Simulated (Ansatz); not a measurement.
NaSn$_{4}$Se$_{8}$:
```xyz
13
Lattice="7.7201 0.0000 0.0000 -3.8601 6.6858 0.0000 0.0000 0.0000 6.8709" Properties=species:S:1:pos:R:3 pbc="T T T"
Se     1.9606     1.1319     5.2554
Se     0.0000     4.4572     5.2802
Se     5.7595     1.1319     5.2554
Se     3.8601     4.4219     5.2554
Sn     0.0000     0.0000     0.0000
Sn    -1.9300     3.3429     0.0000
Sn     3.8601     0.0000     0.0000
Sn     1.9300     3.3429     0.0000
Se     0.0000     2.2639     1.6155
Se    -1.8995     5.5539     1.6155
Se     3.8601     2.2286     1.5907
Se     1.8995     5.5539     1.6155
Na     0.0000     0.0000     3.4355
```

Relaxed with PBE+D3(BJ). Special points in fractions of this cell's reciprocal vectors: Γ (0.000, 0.000, 0.000); M (0.500, 0.000, 0.000); K (0.333, 0.333, 0.000); A (0.000, 0.000, 0.500); L (0.500, 0.000, 0.500); H (0.333, 0.333, 0.500).

**Question.** List the band energies nearest the Fermi level at these points for PBE+D3(BJ) with spin–orbit coupling (plane waves, PAW; program Ansatz).

**Answer.** In eV from the Fermi level; about four levels below and three above (degenerate sets whole), none deeper than 8.9 eV; points with the same levels are listed once.

```csv
k,below,above
Γ,-0.12 -0.12 -0.10 -0.10,1.95 1.95 2.62 2.62
M,-1.17 -1.17 -1.12 -1.12,0.45 0.45 0.58 0.58
K,-1.37 -1.37 -1.37 -1.37,0.27 0.27 0.92 0.92
A,-0.44 -0.44 -0.41 -0.41,0.97 0.97 1.84 1.84
L,-1.28 -1.28 -1.25 -1.25,0.57 0.57 0.58 0.58
H,-1.75 -1.75 -1.69 -1.69,0.79 0.79 0.98 0.98 0.98 0.98
```

Space group P-3m1. The cell is a constructed one: a structure type filled with these elements; neither database checked (COD, Materials Project) lists it. Its standing as an ambient phase is unchecked. The cell was relaxed with PBE+D3(BJ) under the symmetry of its start; whether a distortion lowers the energy is not shown. With an odd number of electrons in the cell and no spin polarisation, the count alone makes it a metal.

Potentials: the later of the program's two PAW sets.
